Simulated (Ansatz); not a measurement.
**BN: ¹¹B NMR of the central transition**

Cell: a structure deposited in the COD, atoms as given.

```yaml
crystal:
  lattice:
    - [2.54000, 0.00000, 0.00000]
    - [-1.27000, 2.19970, 0.00000]
    - [0.00000, 0.00000, 6.59800]
  atoms:
    - { symbol: B, position: [0.33333, 0.66667, 0.25000] }
    - { symbol: B, position: [0.66667, 0.33333, 0.75000] }
    - { symbol: N, position: [0.33333, 0.66667, 0.75000] }
    - { symbol: N, position: [0.66667, 0.33333, 0.25000] }
```

Sites (sets of like atoms) are named by element and the number of their first atom in this list.

The numbers come from a DFT calculation in Ansatz (PBE, plane waves and PAW, scalar-relativistic, 420 eV cutoff, Γ-centred 13×13×5 k-points, Fermi–Dirac smearing 0.02 eV).

¹¹B has I = 3/2 and Q = 40.59 mb (Pyykkö 2018); at 23.5 T its Larmor frequency is ν₀ = 321.1 MHz. Only the quadrupole interaction is simulated: positions count from each site's isotropic chemical shift, and J coupling is left out, as are shift anisotropy and dipolar coupling, which fast spinning averages.

Q: What does the ¹¹B spectrum (fast magic-angle spinning) show for each site?

A: 

```csv
site,first shell,C_Q (MHz),η,P_Q (MHz),δ_QIS (ppm),breadth (kHz)
B,3 N at 1.47 Å,2.69,0.00,2.69,-1.76,1.21
```

δ_QIS = −(ν_Q²/30ν₀²)[I(I+1) − 3/4](1 + η²/3) × 10⁶ ppm with ν_Q = 3|C_Q|/[2I(2I−1)]; it falls as 1/B₀² in ppm, and the breadth as 1/B₀ in kHz.

An axis of threefold or higher order runs through B, so V_zz lies along it and η is zero.

At this cell the PBE pressure is -6 GPa (principal stresses up to 11 GPa in size), so it isn't the equilibrium cell of PBE. The entry's cell may itself be off.
